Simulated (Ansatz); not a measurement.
Data:

ZrTa:
```cif
data_TaZr
_chemical_formula_sum 'Ta1 Zr1'
_space_group_name_H-M_alt 'P 1'
_space_group_IT_number 1
_cell_length_a 3.98996
_cell_length_b 3.98996
_cell_length_c 3.98996
_cell_angle_alpha 60.000
_cell_angle_beta 60.000
_cell_angle_gamma 60.000
loop_
_space_group_symop_operation_xyz
  'x, y, z'
loop_
_atom_site_label
_atom_site_type_symbol
_atom_site_fract_x
_atom_site_fract_y
_atom_site_fract_z
_atom_site_occupancy
Ta1 Ta 0.00000 0.00000 0.00000 1
Zr1 Zr 0.50000 0.50000 0.50000 1
```

This is the r²SCAN-relaxed structure.

**Question.** All from the program Ansatz at the r²SCAN level (PAW), unless another level is named. Estimate the density of states at the Fermi level.

**Answer.** 2.0 states/eV per atom (mean over ±0.08 eV).

**Question.** Next, the formation energy from the elements (no fitted shifts)?

**Answer.** 1253 meV/atom.

Space group Fm-3m (rock salt). The start of the workflow was typed in or built on a structure type; neither database checked (COD, Materials Project) lists it. Whether it is the stable phase at ambient conditions was not checked. The r²SCAN relaxation kept the symmetry of its start. At this level the phase is mechanically unstable. No spin polarisation was allowed. Its formation energy is positive at this level, so the cell may be metastable or incomplete. The references are the lowest solids computed at this level, not always the standard phases. Spin–orbit coupling is left out wherever it is not named.

Potentials: the later of the program's two PAW sets.
